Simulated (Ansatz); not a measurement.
ZnGeO3:
```xyz
10
Lattice="2.4831 1.4336 4.6174 -2.4831 1.4336 4.6174 0.0000 -2.8672 4.6174" Properties=species:S:1:pos:R:3 pbc="T T T"
Zn     0.0000     0.0000     5.0900
Zn     0.0000     0.0000     8.7622
Ge     0.0000     0.0000     2.1657
Ge     0.0000     0.0000    11.6865
O      1.8327    -0.0645     5.8697
O     -1.8327     0.0645     7.9825
O     -0.9722    -1.5549     5.8697
O      0.9722     1.5549     7.9825
O     -0.8605     1.6194     5.8697
O      0.8605    -1.6194     7.9825
```

Cartesian axes are those of the cell as given.

Question: Give the high-frequency dielectric tensor and the Born effective charge tensors of the independent atoms from DFPT, plane-wave PAW r²SCAN (Ansatz code).

Answer: 
ε∞:
```
4.07  0.00  0.00
0.00  4.07  0.00
0.00  0.00  3.90
```
Z* of atom 1 (Zn), rows: field, columns: displacement, in e:
```
 2.35   0.04   0.00
-0.04   2.35   0.00
 0.00   0.00   2.59
```
Z* of atom 3 (Ge), rows: field, columns: displacement, in e:
```
 4.16  -0.05   0.00
 0.05   4.16   0.00
 0.00   0.00   3.42
```
Z* of atom 5 (O), rows: field, columns: displacement, in e:
```
-1.93   0.03  -0.35
 0.02  -2.41  -0.12
-0.43  -0.20  -2.00
```

Static charges for comparison (Bader): Zn1 +1.39, Ge3 +2.52, O5 -1.30 e. Born charges measure polarisation by displacement and can exceed these by far.

Space group R-3. The first step of the workflow began from a Materials Project structure, measured or hypothetical; the Crystallography Open Database copy checked does not list it. Whether it is the stable phase at ambient conditions was not checked. The cell was relaxed with r²SCAN under the symmetry of its start; whether a distortion lowers the energy is not shown. Scalar-relativistic: spin–orbit coupling is off unless named, which matters more the heavier the elements.

Potentials: the later of the program's two PAW sets.
